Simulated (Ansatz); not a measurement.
A trial cell of Li was relaxed with PBE (plane waves to 420 eV, PAW, scalar-relativistic; Ansatz, a first-principles code).

Before: C2/m (No. 12), mS6; a = 5.9790 Å, b = 4.5998 Å, c = 5.2412 Å, α = 90.00°, β = 109.27°, γ = 90.00°.

After relaxation:

Simulated powder pattern, Fe Kα, λ = 1.93735 Å (kinematic, ideal powder, no thermal factors, no anomalous dispersion; the 24 strongest lines at most, above 1 %, up to 2θ = 90°):

```json
[
 {"2θ (°)": "27.16", "I/Imax (%)": "42"},
 {"2θ (°)": "38.79", "I/Imax (%)": "30"},
 {"2θ (°)": "47.99", "I/Imax (%)": "100"},
 {"2θ (°)": "56.01", "I/Imax (%)": "48"},
 {"2θ (°)": "63.34", "I/Imax (%)": "15"},
 {"2θ (°)": "70.22", "I/Imax (%)": "11"},
 {"2θ (°)": "83.23", "I/Imax (%)": "32"},
 {"2θ (°)": "89.56", "I/Imax (%)": "7.7"}
]
```

Task: Identify the relaxed structure from its pattern: crystal system, space group and cell.

Result: Cubic, Pm-3m (No. 221), cP3; a = 4.1257 Å, b = 4.1257 Å, c = 4.1257 Å, α = 90.00°, β = 90.00°, γ = 90.00°. Sites: Li 3c (0.000, 0.500, 0.500).

Task: Index the strongest lines.

Result: 27.16° (100), 38.79° (110), 47.99° (111), 56.01° (200), 83.23° (220).

No spin polarisation in the result.

The run could not lose the symmetry of its start: the end is stationary, and may be a saddle point rather than a minimum.

All atoms sit on sites fixed by symmetry, so only the cell could relax.

The relaxed structure here is a generated cell of Li: the first start was made by a random draw of sites in a space group, and the end was not matched to a known phase here, so it may be hypothetical. Known forms of Li include space group No. 229.
